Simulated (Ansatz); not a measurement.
BaTiO3:
```
BaTiO3
1.0
    3.98518     0.00000     0.00000
    0.00000     3.98518     0.00000
    0.00000     0.00000     4.20253
Ba Ti O
1 1 3
Direct
  0.00000   0.00000   0.99770
  0.50000   0.50000   0.48044
  0.50000   0.50000   0.04930
  0.00000   0.50000   0.52878
  0.50000   0.00000   0.52878
```

x, y and z are the axes in which the lattice vectors are written.

**Question.** Give the high-frequency dielectric tensor and the Born effective charge tensors of the independent atoms from DFPT, DFT-PBE in the program Ansatz with PAW potentials.

**Answer.** 
ε∞:
```
6.14  0.00  0.00
0.00  6.14  0.00
0.00  0.00  5.15
```
Z* of atom 1 (Ba), rows: field, columns: displacement, in e:
```
2.72  0.00  0.00
0.00  2.72  0.00
0.00  0.00  2.92
```
Z* of atom 2 (Ti), rows: field, columns: displacement, in e:
```
6.82  0.00  0.00
0.00  6.82  0.00
0.00  0.00  4.87
```
Z* of atom 3 (O), rows: field, columns: displacement, in e:
```
-1.92   0.00   0.00
 0.00  -1.92   0.00
 0.00   0.00  -4.05
```
Z* of atom 4 (O), rows: field, columns: displacement, in e:
```
-5.52   0.00   0.00
 0.00  -2.10   0.00
 0.00   0.00  -1.87
```

Static charges for comparison (Bader): Ba1 +1.54, Ti2 +2.19, O3 -1.21, O4 -1.26 e. Born charges measure polarisation by displacement and can exceed these by far.

Space group P4mm. The cell was relaxed with PBE under the symmetry of its start. At this level the phase is dynamically unstable (imaginary phonons). The run is not spin-polarised. Scalar-relativistic: spin–orbit coupling is off unless named, which matters more the heavier the elements.

Potentials: the later of the program's two PAW sets.
